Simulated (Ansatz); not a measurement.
Structures of BaW: which is lowest?

Plane-wave DFT in Ansatz with scalar-relativistic PAW potentials, cutoff 420 eV, Γ-centred meshes chosen by cell and gap, Gaussian smearing with energies taken to zero width. Every cell was relaxed (cell and atoms) in a run of its own, within the symmetry of its start. Functional: PBE.

Relaxed structures (starts from databases or built by putting these elements on another compound's sites):
A. P3_221, 6 atoms in the computed cell, a = 5.393 Å, c = 6.362 Å; sites (symmetry × multiplicity) Ba .2. × 3, W .2. × 3; start: built
B. P4/mmm, 2 atoms in the computed cell, a = 2.951 Å, c = 5.719 Å; sites (symmetry × multiplicity) Ba 4/mmm × 1, W 4/mmm × 1; start: built

Problem. Rank them by energy. Could pressure change the order?

Solution.
| structure | group | E − E(lowest) (meV/atom) | V (Å³/atom) | gap on mesh (eV) |
| --- | --- | --- | --- | --- |
| B | P4/mmm | 0.0 | 24.91 | 0.00 |
| A | P3_221 | 527 | 26.71 | 0.00 |

B is lowest, 527 meV/atom under A. The lowest is also the densest of these, so pressure wouldn't bring one of the others in at first order. Other structures may lie lower than all of these, and vibrations aren't counted.

Spin-orbit coupling is left out, which matters for the bands of heavy elements.